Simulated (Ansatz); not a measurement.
Diamond alloy of Si and Sn (2 of 64 Si sites exchanged), 64 atoms

Level of theory: Ansatz 0.2.0, DFT, PBEsol, PAW, plane waves.

Command (of this form; memory limits and the device number are left out):

```sh
ansatz run in.yaml --threads 8 --pin off --runs-dir r --events-out ev --progress --plain --backend cuda
```

The input less its lattice and atoms:

```yaml
kpoints:
  mp_grid: { grid: [1, 1, 1], shift: [0.5, 0.5, 0.5] }
hamiltonian:
  xc: pbesol
scf:
  occupations: { method: fermi_dirac, width: 0.01 }
relax:
  f_tol: 0.03
  max_steps: 80
  escape_saddle: false
  adjacent_minimum: "off"
  cell: { fix: [shape] }
output:
  forces: true
  eigenvalues: true
  populations: true
```

Start:

```
Si Sn
1.0
    10.93198    0.00000    0.00000
     0.00000   10.93198    0.00000
     0.00000    0.00000   10.93198
Si Sn
62 2
Direct
  0.00131 0.00128 0.00029
  0.99909 0.99868 0.50272
  0.99857 0.49765 0.99912
  0.99906 0.50390 0.50137
  0.49780 0.00190 0.00015
  0.49693 0.99906 0.50134
  0.49841 0.49865 0.00228
  0.50237 0.49899 0.49972
  0.12541 0.12545 0.12719
  0.12341 0.12059 0.62619
  0.12595 0.62712 0.12637
  0.12349 0.62486 0.62500
  0.62813 0.12205 0.12405
  0.62919 0.12544 0.62248
  0.62586 0.62656 0.12265
  0.25038 0.24835 0.99842
  0.25145 0.25067 0.50068
  0.25176 0.74988 0.00166
  0.25027 0.75171 0.49928
  0.74592 0.24970 0.00022
  0.75136 0.24932 0.49946
  0.74954 0.75158 0.99913
  0.75155 0.75248 0.50143
  0.37491 0.37477 0.12359
  0.37519 0.37463 0.62333
  0.37583 0.87749 0.12851
  0.37534 0.87394 0.62474
  0.87616 0.37556 0.12218
  0.87260 0.37600 0.62579
  0.87624 0.87841 0.12337
  0.87933 0.87392 0.62532
  0.24774 0.99879 0.24687
  0.24688 0.99907 0.74925
  0.24846 0.50187 0.24930
  0.25029 0.49926 0.75209
  0.75001 0.99826 0.25021
  0.74671 0.00069 0.75076
  0.74965 0.50126 0.25171
  0.74993 0.50240 0.74434
  0.37477 0.12737 0.37351
  0.37626 0.12374 0.87633
  0.37443 0.62114 0.37537
  0.37959 0.62446 0.87226
  0.87318 0.12781 0.37423
  0.87531 0.12592 0.87841
  0.87564 0.62650 0.37165
  0.87278 0.62515 0.87548
  0.99995 0.25386 0.25193
  0.99776 0.24994 0.75034
  0.00051 0.74620 0.75288
  0.49858 0.24975 0.24887
  0.49754 0.24900 0.75384
  0.49981 0.74713 0.24998
  0.50050 0.74835 0.75287
  0.12463 0.37055 0.37394
  0.12497 0.37882 0.87400
  0.12430 0.87743 0.37405
  0.12867 0.87601 0.87474
  0.62202 0.37479 0.37361
  0.62350 0.37561 0.87309
  0.62694 0.87592 0.37246
  0.62368 0.87445 0.87438
  0.62880 0.62569 0.62703
  0.00074 0.75089 0.25158
```

Steps:

| step | energy less the first (eV) | largest force component (eV/Å) | pressure (GPa) |
| --- | --- | --- | --- |
| start | 0.000 | 2.705 | 0.96 |
| 1 | -2.118 | 0.352 | -0.18 |
| 2 | -2.204 | 0.033 | 0.10 |
| 3 | -2.207 | 0.004 | -0.01 |

A structure on the way, about -2.12 eV from the start:

```xyz
64
Lattice="10.9552 0.0000 0.0000 0.0000 10.9552 0.0000 0.0000 0.0000 10.9552" Properties=species:S:1:pos:R:3 pbc="T T T"
Si    0.0079    0.0429   10.9286
Si    0.0065    0.0391    5.5109
Si    0.0005    5.4355   10.9401
Si    0.0067    5.4584    5.5082
Si    5.4545    0.0212    0.0101
Si    5.4715    0.0092    5.4785
Si    5.4785    5.4682    0.0050
Si    5.3918    5.3784    5.3951
Si    1.3736    1.3787    1.3733
Si    1.3743    1.3687    6.8686
Si    1.4664    6.7663    1.2797
Si    1.3629    6.8462    6.8510
Si    6.8425    1.3775    1.3545
Si    6.8590    1.3667    6.8458
Si    6.8439    6.8562    1.3569
Si    2.7409    2.7336   10.9469
Si    2.7305    2.7289    5.4711
Si    2.7701    8.2350   10.9436
Si    2.7636    8.2200    5.4987
Si    8.2122    2.7333    0.0100
Si    8.2098    2.7278    5.4770
Si    8.1884    8.2265   10.9262
Si    8.2927    8.3329    5.4142
Si    4.1185    4.0962    1.3465
Si    4.0755    4.0698    6.8500
Si    4.1094    9.6023    1.3889
Si    4.0974    9.6161    6.8472
Si    9.5935    4.1048    1.3645
Si    9.5972    4.0705    6.8516
Si    9.5092    9.6919    1.2705
Si    9.6317    9.6141    6.8613
Si    2.7544    0.0326    2.7253
Si    2.7208    0.0038    8.2254
Si    2.7507    5.4407    2.7255
Si    2.7362    5.4721    8.2167
Si    8.1944    0.0352    2.7286
Si    8.2099    0.0077    8.2181
Si    8.1894    5.4562    2.7313
Si    8.2989    5.3847    8.2882
Si    4.1116    1.3868    4.1109
Si    4.1085    1.3698    9.5907
Si    4.0832    6.8326    4.0824
Si    4.1013    6.8319    9.5978
Si    9.5765    1.3883    4.1111
Si    9.5767    1.3860    9.5894
Si    9.5217    6.7559    4.1644
Si    9.6033    6.8493    9.6093
Si    0.0037    2.7504    2.7501
Si    0.0011    2.7324    8.2286
Si    0.0105    8.2073    8.2325
Si    5.4608    2.7274    2.7238
Si    5.4687    2.7255    8.2276
Si    5.4779    8.2116    2.7358
Si    5.3871    8.2904    8.3138
Si    1.3631    4.0893    4.1072
Si    1.3812    4.1113    9.5724
Si    1.4610    9.6913    4.1936
Si    1.3834    9.5950    9.5901
Si    6.8274    4.0705    4.0811
Si    6.8298    4.0763    9.6043
Si    6.8427    9.6211    4.0759
Si    6.8270    9.6225    9.5957
Sn    6.8604    6.8445    6.8576
Sn    0.0140    8.2253    2.7365
```

End:

```xyz
64
Lattice="10.9483 0.0000 0.0000 0.0000 10.9483 0.0000 0.0000 0.0000 10.9483" Properties=species:S:1:pos:R:3 pbc="T T T"
Si   10.9444    0.0287   10.9192
Si    0.0156    0.0434    5.5013
Si    0.0144    5.4454   10.9339
Si   10.9459    5.4496    5.5034
Si    5.4708    0.0147    0.0145
Si    5.4772    0.0037    5.4743
Si    5.4772    5.4781    0.0003
Si    5.3761    5.3796    5.3783
Si    1.3668    1.3711    1.3698
Si    1.3694    1.3835    6.8573
Si    1.4646    6.7426    1.2721
Si    1.3667    6.8460    6.8433
Si    6.8276    1.3835    1.3673
Si    6.8430    1.3696    6.8420
Si    6.8416    6.8459    1.3697
Si    2.7371    2.7381   10.9472
Si    2.7229    2.7255    5.4741
Si    2.7494    8.2093   10.9358
Si    2.7635    8.2137    5.5027
Si    8.2111    2.7257    0.0143
Si    8.2091    2.7359    5.4752
Si    8.1817    8.2139   10.9209
Si    8.2796    8.3060    5.4054
Si    4.1194    4.0939    1.3653
Si    4.0767    4.0801    6.8395
Si    4.1058    9.5790    1.3724
Si    4.0907    9.6114    6.8572
Si    9.5797    4.1050    1.3723
Si    9.6067    4.0648    6.8584
Si    9.4833    9.6774    1.2703
Si    9.6091    9.6074    6.8409
Si    2.7653    0.0287    2.7407
Si    2.7223    0.0145    8.2137
Si    2.7512    5.4453    2.7219
Si    2.7360    5.4781    8.2077
Si    8.1837    0.0430    2.7206
Si    8.2105    0.0034    8.2078
Si    8.1811    5.4495    2.7391
Si    8.3073    5.3790    8.3085
Si    4.1195    1.3833    4.1056
Si    4.1042    1.3702    9.5804
Si    4.0780    6.8429    4.0767
Si    4.0924    6.8479    9.5923
Si    9.5806    1.3725    4.1040
Si    9.5789    1.3833    9.5656
Si    9.5106    6.7516    4.1741
Si    9.6080    6.8428    9.6068
Si   10.9474    2.7391    2.7381
Si    0.0145    2.7248    8.2123
Si    0.0003    8.2107    8.2100
Si    5.4725    2.7250    2.7217
Si    5.4751    2.7374    8.2102
Si    5.4752    8.2106    2.7364
Si    5.3772    8.3143    8.3072
Si    1.3649    4.1050    4.1055
Si    1.3706    4.0941    9.5653
Si    1.4655    9.6775    4.2017
Si    1.3646    9.5788    9.5792
Si    6.8256    4.0653    4.0783
Si    6.8460    4.0801    9.6084
Si    6.8441    9.6075    4.0760
Si    6.8269    9.6116    9.5940
Sn    6.8265    6.8422    6.8587
Sn    0.0157    8.2148    2.7206
```

The run converged.

Time: 5.6 s of wall time on one NVIDIA GB300 with 8 processor threads, on a host shared with other runs; peak host memory 2.1 GiB.

(1) How much energy did the relaxation gain, and which atom moved most?

Answers

(1) 2.21 eV in 3 steps, from a start with small random displacements; atom 39 (Si) moved 0.22 Å, the median atom 0.05 Å (drift of the whole cell removed).
